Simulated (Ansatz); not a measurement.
Ni (fcc (Cu type), Fm-3m) under volume change, r²SCAN (plane waves, PAW; program Ansatz), scaled uniformly.

```
V (Å³/atom)  E − E(relaxed) (meV/atom)  P (GPa)
-----------  -------------------------  -------
9.571                             69.7    25.75
9.886                             29.3    15.60
10.202                             7.1     7.21
10.517                             0.0     0.15
10.833                             5.8    -5.84
11.149                            22.4   -10.90
11.464                            48.2   -15.15
```

Task: What does a third-order Birch–Murnaghan fit give for V₀, B₀ and B′?

Result: V₀ = 10.52 Å³/atom, B₀ = 216 GPa, B′ = 4.7.

The cell was relaxed with r²SCAN under the symmetry of its start. The final state is ferromagnetic, chosen from 4 collinear starts compared on coarse meshes (ties went to the first, and starts can fall back to one state), not a proven ground state. Textbook magnetic order: ferromagnetic. Other orbital occupations within this spin state were not tried.

Potentials: the later of the program's two PAW sets.
